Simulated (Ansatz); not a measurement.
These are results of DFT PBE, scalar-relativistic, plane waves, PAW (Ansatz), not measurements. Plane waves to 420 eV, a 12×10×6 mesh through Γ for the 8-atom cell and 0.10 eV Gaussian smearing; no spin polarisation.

The zero of energy is the elements' standard structures at the same level (N₂ as a molecule); no fitted shifts are applied.

Question: Suggest a trial structure for an orthorhombic metal made of Al, N and Ta, with a formation energy near −0.87 eV/atom and about 10 Å³ per atom, in a cell of 8 atoms. Its symmetry should be Pmmm (No. 47).

Answer: Ta3AlN4, space group Pmmm (No. 47). Around Ta on a site of symmetry mmm lie 2 N at 2.18 Å, 4 N at 2.35 Å, 10 Ta at 2.97–3.07 Å and 2 Al at 3.19 Å; Ta on a site of symmetry mm2 is surrounded by 6 N at 2.16–2.20 Å, 7 Ta at 2.97–3.14 Å and 4 Al at 3.10 Å; around Al lie 4 N at 2.02 Å, 2 N at 2.18 Å, 2 Al at 2.97 Å and 10 Ta at 3.10–3.19 Å; N on a site of symmetry mmm is surrounded by 6 Ta at 2.16–2.18 Å; 2 more sites not described.

```cif
data_structure
_symmetry_space_group_name_H-M 'Pmmm'
_symmetry_Int_Tables_number 47
_cell_length_a 2.9665
_cell_length_b 4.3542
_cell_length_c 6.3888
_cell_angle_alpha 90.000
_cell_angle_beta 90.000
_cell_angle_gamma 90.000
_cell_volume 82.52
loop_
_atom_site_label
_atom_site_type_symbol
_atom_site_symmetry_multiplicity
_atom_site_Wyckoff_symbol
_atom_site_fract_x
_atom_site_fract_y
_atom_site_fract_z
_atom_site_occupancy
Ta1 Ta 1 a 0.00000 0.00000 0.00000 1
Ta2 Ta 2 t 0.50000 0.50000 0.24559 1
Al1 Al 1 c 0.00000 0.00000 0.50000 1
N1 N 1 e 0.00000 0.50000 0.00000 1
N2 N 2 s 0.50000 0.00000 0.28524 1
N3 N 1 g 0.00000 0.50000 0.50000 1
```

| Property | Result |
| --- | --- |
| Volume per atom | 10.32 Å³ |
| Density | 12.59 g/cm³ |
| Formation energy | −0.87 eV/atom |
| Gap on the 12×10×6 mesh of the 8-atom cell | 0 eV (a metal) |

The structure comes from a generated guess, relaxed at this level; another structure or a mixture of phases may lie lower. Other answers may fit too; this one was computed.

Spin–orbit coupling, which can matter for Ta, is left out. Symmetry constrained the relaxation, so the result can be a saddle point.
